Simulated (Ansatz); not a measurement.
Given:

Relaxed WSi₂ (MoSi2 type, space group I4/mmm):

```
CELL_PARAMETERS angstrom
     -1.60615     1.60615     3.90288
      1.60615    -1.60615     3.90288
      1.60615     1.60615    -3.90288
ATOMIC_POSITIONS crystal
  W  0.00000 0.00000 0.00000
  Si 0.33486 0.33486 0.00000
  Si 0.66514 0.66514 0.00000
```

In this cell atom 1 (W, nearest neighbour Si at 2.612 Å; its periodic images, 3.2 Å or more away, move with it) is moved by u·(0.707, 0.707, 0.000) + v·(0.000, 0.000, 1.000); the rest is frozen.

These are r2SCAN (plane waves to 500 eV, PAW, scalar-relativistic; Ansatz, an electronic-structure program) values and carry that method's errors. k mesh 16×16×16 (Γ-centred), Fermi-Dirac smearing 0.05 eV. The energy includes the smearing's −TS. With partly filled bands, energies and forces of such displacements shift with the k mesh and the smearing. Spin-orbit coupling is left out, though W is heavy. The PAW data are Ansatz's earlier set. WSi2 is run without spin polarisation. WSi2 was relaxed with its symmetry unable to fall. ΔE is measured from the undisplaced structure. Axes are in Å.

The scan covers u from -0.390 to 0.390 Å in 5 points and v from -0.390 to 0.390 Å in 5 points.

### Question
In which direction of the plane is the atom held most weakly?

### Answer
Along u.

### Question
Is the undisplaced position a minimum, a maximum or a saddle of this map?

### Answer
A minimum.

### Question
What are the two principal curvatures of the energy at the centre?

### Answer
11.2 and 15.3 eV/Å².

(For displaced atoms, the force is minus the slope of the energy, and its curvature is a force constant, which sets phonon frequencies.)
